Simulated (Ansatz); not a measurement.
Two-dimensional strain map in LiPb

Method: DFT r2SCAN, scalar-relativistic, plane waves, PAW in Ansatz 0.2.0. Settings: plane waves to 500 eV, k-mesh 12×12×12 (Γ-centred), Gaussian smearing 0.15 eV. Spin–orbit coupling is left out, which can shift energies with elements as heavy as these. No spin polarisation. Energies are free energies at this smearing, counted from the undisturbed cell; pressure is positive in compression.

Reference structure (as given, not relaxed at this level; it stands at 0.1 GPa, and it needn't be the usual structure):

```xyz
2
Lattice="2.4935 1.4396 2.0627 -2.4935 1.4396 2.0627 0.0000 -2.8792 2.0627" Properties=species:S:1:pos:R:3 pbc="T T T"
Li    0.0000    0.0000    3.0940
Pb    0.0000    0.0000    0.0000
```

The cell is strained by p along both x and y and by q along z, fractional coordinates fixed. Points are written (p, q).

Energy above the undisturbed cell in meV/atom (a dash: not computed):

```csv
p \ q,-0.050,-0.025,0.000,0.025,0.050
-0.050,67.9,49.1,?,29.3,26.4
-0.025,29.2,?,9.6,7.9,10.4
0.000,?,2.0,0.0,3.0,9.9
0.025,7.0,?,5.0,11.7,22.2
0.050,16.9,16.8,22.1,31.8,45.1
```

(1) Fill in the withheld energies.

Results:

(1) (-0.050, 0.000): 36.5; (-0.025, -0.025): 16.2; (0.000, -0.050): 10.2; (0.025, -0.025): 3.2.